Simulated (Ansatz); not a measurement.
A relaxation of cell and atoms of an ordered 6-atom cell of AlGa₂P₃ on the zincblende lattice (I-4m2) with Ansatz 0.2.0, at the level PBE. The start is a rough guess from atomic radii.

```yaml
crystal:
  lattice:
    - [-1.8342323525, 1.8342323525, 7.7819888084]
    - [1.8342323525, -1.8342323525, 7.7819888084]
    - [1.8342323525, 1.8342323525, -7.7819888084]
  atoms:
    - { symbol: Al, position: [0.0, 0.0, 0.0] }
    - { symbol: P, position: [0.4166666667, 0.9166666667, 0.5] }
    - { symbol: Ga, position: [0.3333333333, 0.3333333333, 0.0] }
    - { symbol: P, position: [0.75, 0.25, 0.5] }
    - { symbol: Ga, position: [0.6666666667, 0.6666666667, 0.0] }
    - { symbol: P, position: [0.0833333333, 0.5833333333, 0.5] }
kpoints:
  mp_grid: { grid: [8, 8, 8] }
hamiltonian:
  xc: pbe
scf:
  occupations: { method: fermi_dirac, width: 0.02 }
relax:
  f_tol: 0.005
  cell: {}
```

The trajectory has 8 recorded frames, each with positions in Å and forces in eV/Å. Some frames, the last among them, repeat a geometry solved again on a basis re-selected at its cell; pressure is positive in compression.

Step 1: energy 0.0 meV/atom from step 1, largest force component 0.038 eV/Å, pressure +20.78 GPa
```xyz
6
Lattice="-1.8342 1.8342 7.7820 1.8342 -1.8342 7.7820 1.8342 1.8342 -7.7820" Properties=species:S:1:pos:R:3:forces:R:3 pbc="T T T"
Al    0.0000    0.0000    0.0000    0.0000    0.0000    0.0000
P     1.8342    0.0000    6.4850    0.0000    0.0000    0.0306
Ga    0.0000    0.0000    5.1880    0.0000    0.0000   -0.0378
P     0.0000    1.8342    3.8910    0.0000    0.0000    0.0000
Ga    0.0000    0.0000   10.3760    0.0000    0.0000    0.0378
P     1.8342    0.0000    1.2970    0.0000    0.0000   -0.0306
```

Step 2: energy -168.8 meV/atom from step 1, largest force component 0.043 eV/Å, pressure +5.39 GPa
```xyz
6
Lattice="-1.9090 1.9090 8.0875 1.9090 -1.9090 8.0875 1.9090 1.9090 -8.0875" Properties=species:S:1:pos:R:3:forces:R:3 pbc="T T T"
Al    0.0000    0.0000    0.0000    0.0000    0.0000    0.0000
P     1.9090    0.0000    6.7403    0.0000    0.0000    0.0427
Ga    0.0000    0.0000    5.3904    0.0000    0.0000   -0.0151
P     0.0000    1.9090    4.0438    0.0000    0.0000    0.0000
Ga    0.0000    0.0000   10.7846    0.0000    0.0000    0.0151
P     1.9090    0.0000    1.3473    0.0000    0.0000   -0.0427
```

Step 3: energy -186.6 meV/atom from step 1, largest force component 0.012 eV/Å, pressure +1.16 GPa
```xyz
6
Lattice="-1.9373 1.9373 8.2147 1.9373 -1.9373 8.2147 1.9373 1.9373 -8.2147" Properties=species:S:1:pos:R:3:forces:R:3 pbc="T T T"
Al    0.0000    0.0000    0.0000    0.0000    0.0000    0.0000
P     1.9373    0.0000    6.8499    0.0000    0.0000    0.0123
Ga    0.0000    0.0000    5.4760    0.0000    0.0000   -0.0049
P     0.0000    1.9373    4.1073    0.0000    0.0000    0.0000
Ga    0.0000    0.0000   10.9534    0.0000    0.0000    0.0049
P     1.9373    0.0000    1.3648    0.0000    0.0000   -0.0123
```

Step 4: energy -187.6 meV/atom from step 1, largest force component 0.003 eV/Å, pressure +0.10 GPa
```xyz
6
Lattice="-1.9459 1.9459 8.2460 1.9459 -1.9459 8.2460 1.9459 1.9459 -8.2460" Properties=species:S:1:pos:R:3:forces:R:3 pbc="T T T"
Al    0.0000    0.0000    0.0000    0.0000    0.0000    0.0000
P     1.9459    0.0000    6.8773    0.0000    0.0000    0.0028
Ga    0.0000    0.0000    5.4970    0.0000    0.0000   -0.0004
P     0.0000    1.9459    4.1230    0.0000    0.0000    0.0000
Ga    0.0000    0.0000   10.9949    0.0000    0.0000    0.0004
P     1.9459    0.0000    1.3687    0.0000    0.0000   -0.0028
```

Step 5: energy -187.6 meV/atom from step 1, largest force component 0.000 eV/Å, pressure 0.00 GPa
```xyz
6
Lattice="-1.9466 1.9466 8.2504 1.9466 -1.9466 8.2504 1.9466 1.9466 -8.2504" Properties=species:S:1:pos:R:3:forces:R:3 pbc="T T T"
Al    0.0000    0.0000    0.0000    0.0000    0.0000    0.0000
P     1.9466    0.0000    6.8813    0.0000    0.0000   -0.0001
Ga    0.0000    0.0000    5.5001    0.0000    0.0000   -0.0002
P     0.0000    1.9466    4.1252    0.0000    0.0000    0.0000
Ga    0.0000    0.0000   11.0008    0.0000    0.0000    0.0002
P     1.9466    0.0000    1.3691    0.0000    0.0000    0.0001
```

Step 6: energy -189.7 meV/atom from step 1, largest force component 0.000 eV/Å, pressure +0.15 GPa
```xyz
6
Lattice="-1.9466 1.9466 8.2504 1.9466 -1.9466 8.2504 1.9466 1.9466 -8.2504" Properties=species:S:1:pos:R:3:forces:R:3 pbc="T T T"
Al    0.0000    0.0000    0.0000    0.0000    0.0000    0.0000
P     1.9466    0.0000    6.8813    0.0000    0.0000   -0.0002
Ga    0.0000    0.0000    5.5001    0.0000    0.0000   -0.0003
P     0.0000    1.9466    4.1252    0.0000    0.0000    0.0000
Ga    0.0000    0.0000   11.0008    0.0000    0.0000    0.0003
P     1.9466    0.0000    1.3691    0.0000    0.0000    0.0002
```

Step 7: energy -189.7 meV/atom from step 1, largest force component 0.001 eV/Å, pressure 0.00 GPa
```xyz
6
Lattice="-1.9479 1.9479 8.2542 1.9479 -1.9479 8.2542 1.9479 1.9479 -8.2542" Properties=species:S:1:pos:R:3:forces:R:3 pbc="T T T"
Al    0.0000    0.0000    0.0000    0.0000    0.0000    0.0000
P     1.9479    0.0000    6.8844    0.0000    0.0000    0.0002
Ga    0.0000    0.0000    5.5025    0.0000    0.0000    0.0005
P     0.0000    1.9479    4.1271    0.0000    0.0000    0.0000
Ga    0.0000    0.0000   11.0058    0.0000    0.0000   -0.0005
P     1.9479    0.0000    1.3697    0.0000    0.0000   -0.0002
```

Step 8: energy -189.7 meV/atom from step 1, largest force component 0.001 eV/Å, pressure 0.00 GPa
```xyz
6
Lattice="-1.9479 1.9479 8.2542 1.9479 -1.9479 8.2542 1.9479 1.9479 -8.2542" Properties=species:S:1:pos:R:3:forces:R:3 pbc="T T T"
Al    0.0000    0.0000    0.0000    0.0000    0.0000    0.0000
P     1.9479    0.0000    6.8844    0.0000    0.0000    0.0002
Ga    0.0000    0.0000    5.5025    0.0000    0.0000    0.0005
P     0.0000    1.9479    4.1271    0.0000    0.0000    0.0000
Ga    0.0000    0.0000   11.0058    0.0000    0.0000   -0.0005
P     1.9479    0.0000    1.3697    0.0000    0.0000   -0.0002
```

The walk took 6 steps, besides SCFs solved again on a fresh basis, and changed the volume by +19.6 %. The last SCF, on a fresh basis, lies 190 meV an atom below the first. Final cell: the symmetry is I-4m2 (No. 119, tetragonal); a = 3.896 Å, c = 16.508 Å in the conventional setting, 20.88 Å³ an atom. Al is surrounded by 4 P at 2.38 Å; P is surrounded by 2 Al at 2.38 Å and 2 Ga at 2.39 Å; Ga is surrounded by 4 P at 2.38–2.39 Å; P is surrounded by 4 Ga at 2.38 Å.

Command: `ansatz run input.yaml --threads 4 --pin off --max-ram 6451MiB --backend cpu --events-out ev --progress --plain --runs-dir out`. Wall time 33 s on 4 threads of Arm Neoverse V2, on a shared host, load about 0.8 per core; peak host memory 0.51 GiB.

The calculation is spin-unpolarised, and the structure need not be a phase that has been made.
